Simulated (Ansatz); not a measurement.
## Computed properties of GaAs

GaAs:
```
CELL_PARAMETERS angstrom
      6.91572     0.00000     0.00000
      0.00000     6.91572     0.00000
      0.00000     0.00000     4.00357
ATOMIC_POSITIONS crystal
  Ga 0.32404 0.67596 0.00000
  Ga 0.67596 0.32404 0.00000
  Ga 0.82404 0.82404 0.50000
  Ga 0.17596 0.17596 0.50000
  As 0.31783 0.31783 0.00000
  As 0.68217 0.68217 0.00000
  As 0.18217 0.81783 0.50000
  As 0.81783 0.18217 0.50000
```

Space group P4_2/mnm (No. 136); conventional cell a = b = 6.916 Å, c = 4.004 Å, α = β = γ = 90.00°.

Method: the program Ansatz at the PBEsol level (PAW). Geometry: relaxed at this level of theory. Other levels are named where they apply.

Cell and energy:

* **Volume per atom**: 23.93 Å³
* **Density**: 5.02 g/cm³
* **Formation energy from the elements (no fitted shifts)**: -0.24 eV/atom

Electronic structure:

Band gap: 0.48 eV (smallest direct gap 0.48 eV)
Valence-band maximum: on the M–Γ line, 91 % of the way from M
Conduction-band minimum: at Γ
Electron effective mass: 0.032 mₑ (isotropic)
Electron effective mass with spin–orbit coupling: 0.030 mₑ (isotropic)
Hole effective mass: 0.13, 0.92, 0.92 mₑ (principal values)
Hole effective mass with spin–orbit coupling: 0.047, 0.047, 0.93 mₑ (principal values)
Gap with spin–orbit coupling: 0.38 eV

Mechanics:

* **Bulk modulus (Birch–Murnaghan fit)**: 62.5 GPa
* **Pressure derivative B′**: 4.7
* **Elastic constants (relaxed ions, GPa)**: C11 = 82.0, C12 = 57.8, C13 = 37.4, C33 = 134, C44 = 32.4, C66 = 28.1
* **Mechanical stability**: stable (all eigenvalues of C positive)
* **Hill bulk and shear moduli**: 62.1 and 27.1 GPa
* **Young's modulus**: 71.0 GPa
* **Poisson's ratio**: 0.31
* **Debye temperature from the elastic constants**: 268 K

Phonons:

- Highest zone-centre frequency (without LO–TO term): 280 cm⁻¹
- Zone-centre stability: no imaginary mode at Γ

The start of the workflow was typed in or built on a structure type; neither database checked (COD, Materials Project) lists it. It is not the phase usual at ambient conditions (space group No. 216). The PBEsol relaxation kept the symmetry of its start. The volume moved by 16 % from the start of the relaxation. The references are the lowest solids computed at this level, not always the standard phases. Scalar-relativistic: spin–orbit coupling is off unless named, which matters more the heavier the elements.

Potentials: the later of the program's two PAW sets.
